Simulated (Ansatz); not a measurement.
# Sb (A7)

Computed with Ansatz (plane waves, PAW, 420 eV cutoff): PBE with spin–orbit coupling, two-component spinors, Γ-centred 12×12×12 mesh, 0.05 eV Gaussian smearing. The datasets are Ansatz's generated set soft_2.

```yaml
crystal:
  lattice:
    - [2.18857, 1.26357, 3.86339]
    - [-2.18857, 1.26357, 3.86339]
    - [0.00000, -2.52715, 3.86339]
  atoms:
    - { symbol: Sb, position: [0.23230, 0.23230, 0.23230] }
    - { symbol: Sb, position: [0.76770, 0.76770, 0.76770] }
```

At this volume the pressure is -0.04 GPa.

Path: Γ–T–H2 | H0–L–Γ–S0 | S2–F–Γ, with Γ = (0.000, 0.000, 0.000), T = (0.500, 0.500, 0.500), H2 = (0.762, 0.238, 0.500), H0 = (0.500, -0.238, 0.238), L = (0.500, 0.000, 0.000), S0 = (0.369, -0.369, 0.000), S2 = (0.631, 0.000, 0.369), F = (0.500, 0.000, 0.500) in reciprocal vectors of the calculation's cell.

Problem. Is it a metal or an insulator, and if it has a gap, where are the band edges on this path?

Solution. A metal: bands cross the Fermi level.

Levels between -3 and 4 eV from the Fermi level at the path's named points:
| point | below E_F (eV) | above E_F (eV) |
| --- | --- | --- |
| Γ | -2.24 -2.24 -1.55 -1.55 -1.37 -1.37 | 1.77 1.77 2.54 2.54 2.88 2.88 |
| T | -1.48 -1.48 -0.95 -0.95 -0.55 -0.55 | 0.19 0.19 0.54 0.54 1.17 1.17 |
| H2 and H0 | -0.76 -0.76 | 0.77 0.77 |
| L | -1.89 -1.89 -1.81 -1.81 -0.24 -0.24 -0.16 -0.16 | 0.34 0.34 0.74 0.74 |
| S0 and S2 | -2.63 -2.63 | 2.57 2.57 3.13 3.13 |
| F |  | 1.71 1.71 |

It took roughly 7 core-minutes on a shared host.

The structure is built of weakly bound bilayers, and this functional has no dispersion term, so their spacing and all that hangs on it (volume, the soft elastic constants, low modes, dielectric constants) are poorly given. The relaxed cell is 7 % larger in volume than the cell of this structure in the Crystallography Open Database (29.96 Å³/atom, 1969).
